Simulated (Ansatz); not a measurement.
# Stress against strain in KTaO$_{3}$

```
CELL_PARAMETERS angstrom
3.98830 0.00000 0.00000
0.00000 3.98830 0.00000
0.00000 0.00000 3.98830
ATOMIC_POSITIONS crystal
K 0.50000 0.50000 0.50000
Ta 0.00000 0.00000 0.00000
O 0.50000 0.00000 0.00000
O 0.00000 0.50000 0.00000
O 0.00000 0.00000 0.50000
```

Atom numbers follow the list: K1, Ta2, O3, O4, O5.

The geometry is COD entry 2102087, unchecked; take it as a test cell.

Spin–orbit coupling is left out, though it moves levels of the heavy atoms by tenths of an eV or more.

The calculation used DFT, LDA, all-electron LAPW, scalar-relativistic (Ansatz 0.2.0).

Numerical set-up: a Γ-centred 5×5×5 k mesh, Fermi–Dirac smearing of 0.01 eV, basis error target 0.5 meV/atom, no spin polarisation.

The strain is applied along the Cartesian axes of the cell as listed (the other components stay zero). Fractional coordinates are held (clamped ions).

σ is the change of stress from the unstrained cell, which is at -5.53 GPa; tension is positive, so slopes are stress–strain coefficients at that pressure.

Only quantities that a quadratic follows smoothly over the whole series are listed; rougher ones are left out.

| εxx = εyy | σzz (GPa) | σxx (GPa) |
| --- | --- | --- |
| -0.0300 | -4.74 | -18.38 |
| -0.0200 | -3.04 | -11.48 |
| -0.0100 | -1.46 | -5.38 |
| 0.0000 | 0.00 | 0.00 |
| 0.0100 | 1.35 | 4.73 |
| 0.0300 | 3.75 | 12.52 |

Fit the series and read off the stiffness at zero strain.

Least-squares fits y = p0 + p1 x + p2 x² to the rows give σzz (GPa): p1 = 141, p2 = -550; σxx (GPa): p1 = 513, p2 = -3300. So 2 C12 = 141 GPa and C11 + C12 = 513 GPa.

One run, at εxx = εyy = 0.0200, is withheld. Predict its row.

The fits give 2.61, 8.98; the run gave 2.60, 8.89.
